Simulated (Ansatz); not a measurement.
**Ru: one input, then a changed one**

The cell comes from COD entry 9017842, which wasn't checked; take it as a given geometry. The listed cell was then made from it by scaling, straining or moving an atom.

First run: DFT, PBEsol, PAW with Ansatz's default frozen-core files, scalar-relativistic (Ansatz 0.2.0).

Command: `ansatz run input.yaml --threads 1 --pin off --max-ram 2048MiB --backend cpu --events-out ev --progress --plain --runs-dir out` The run took 20 s on 1 thread of Arm Neoverse V1 (shared host), peak memory 0.37 GiB.

```yaml
crystal:
  lattice:
    - [2.7761117499, 0.0, 0.0]
    - [-1.388055875, 2.4041832992, 0.0]
    - [0.0, 0.0, 4.3931676036]
  atoms:
    - { symbol: Ru, position: [0.3333333333, 0.6666666667, 0.25] }
    - { symbol: Ru, position: [0.6666666667, 0.3333333333, 0.75] }
kpoints:
  mp_grid: { grid: [14, 14, 8] }
scf:
  occupations: { method: fermi_dirac, width: 0.05 }
hamiltonian:
  xc: pbesol
  pseudopotentials: { kind: paw }
output:
  forces: true
  stress: true
  efg: { contact_densities: true }
relax:
  f_tol: 0.005
  max_steps: 80
  cell: {}
```

Result: converged; relaxed volume 13.323 Å³/atom; 36 SCF iterations in all.

The input is then changed:

```diff
@@ -14,4 +14,6 @@
   xc: pbesol
   pseudopotentials: { kind: paw }
+  hubbard: { sites: [{ species: Ru, l: d, u_eff: 3.0 }], double_counting: fll }
+  dispersion: d3bj
 output:
   forces: true
```

Q: Predict the outcome of the changed run.

A: It converged; relaxed volume 12.962 Å³/atom; 34 SCF iterations in all.

The results part of its log:

```
basis re-selected at this cell: Δ(F+E_penalty+E_count) = -2.107e-6 eV, ΔP = -0.001 GPa vs the last step (what re-selecting the basis moved, of the pressure what is left beyond the Pulay correction that the steps carried, after the strain that the cell walked since its last selection, with what the two solves' SCF thresholds leave and, on support functions, any second-order correction that the steps lacked; it is no measure of the basis error at this ecutwfc). This SCF's stress stands 5.80e-4 GPa from its target on what of the cell is left free (relax.cell.stress_tol is 5.00e-2 GPa) and its largest allowed force component is 1.62e-17 eV/Å (relax.f_tol is 5.00e-3 eV/Å): within both
SCF converged after 4 iterations
Free energy (F): -11628.185183 eV
Harris-Foulkes:  -11628.185183 eV  (|F-HF|=0.00e0)
Internal energy: -11628.169798 eV  (E = F + TS)
E sigma→0 (E₀):  -11628.177491 eV
Entropy (-TS):   -0.015385 eV (-7.692 meV/atom)
Fermi energy:    24.210840 eV
--- Per-component energies (eV) ---
  E_band       = -77.197906
  E_kinetic    = 1034.004692
  E_local      = -2426.085727  (includes V_loc(G=0)·N_el)
  E_nonlocal   = 691.131855
  E_hartree    = 779.534081
  E_xc         = -380.682612
  E_vxc        = -479.675091  (∫ρ·V_xc dr)
  E_hubbard    = 6.011484  (on-site DFT+U / exact-exchange correction)
  E_vhub       = -9.655390  (the Hubbard potential's part of the band-sum identity)
  E_paw        = -6799.715371  (= ΣΔE_a)
  E_vpaw       = -445.986067  (= ΣTr[D̂ρ^β])
  E_aug_tail   = -0.000434  (compensation charges beyond the density's cutoff)
  E_ewald      = -4531.628825
  E_disp       = -1.245534  (pairwise vdW)
  E_core_change = 0.506592  (= ΣΔE_core)
  E_smearing   = -0.015385  (= −TS)
  E_closure    = -0.000000  (closes the sum)
  Σ components = -11628.185183   (vs F -11628.185183, Δ=0.00e0)
--- Forces (eV/Å), atoms counted from 1 ---
  atom   1  Ru    -0.00000000     0.00000000     0.00000000
  atom   2  Ru     0.00000000    -0.00000000     0.00000000
  max |Σ_I F_I| component: 4.63e-18 eV/Å
--- Stress (GPa, compression-positive) ---
        0.000459       0.000000       0.000000
        0.000000       0.000459       0.000000
        0.000000       0.000000       0.000580
  P = ⅓ Tr σ = 0.0005 GPa (0.005 kbar)
--- PAW observables at the nuclei: V_zz in 10²¹ V/m², potentials from the cell's mean, atoms counted from 1 ---
  atom   1  Ru V_zz =    -0.740284   η = 0.0000   by run symmetry: allowed
            electrostatic potential = -6806.971515 V   contact ρ = 718381.802790 e/Å³
  atom   2  Ru V_zz =    -0.740284   η = 0.0000   by run symmetry: allowed
            electrostatic potential = -6806.971515 V   contact ρ = 718381.802790 e/Å³
Occupation matrices written to <dir>
--- Relaxed structure (6 steps of the walk, 6 accepted, 2 SCFs on fresh bases) ---
  F+E_penalty+E_count = -11628.18518314 eV   max|allowed force component| = 1.619e-17 eV/Å   (the final SCF, on the basis selected at the relaxed cell)
  cell:  # Å, volume = 25.9233 Å³
    - [2.666419220801545, 2.7726839772872132e-11, 0.0]
    - [-1.3332096104247846, 2.3091867823393826, 0.0]
    - [0.0, 0.0, 4.210206860880675]
  atoms:
    - { symbol: Ru, position: [0.33333333333333337, 0.6666666666666667, 0.25] }
    - { symbol: Ru, position: [0.6666666666666666, 0.33333333333333337, 0.75] }
```
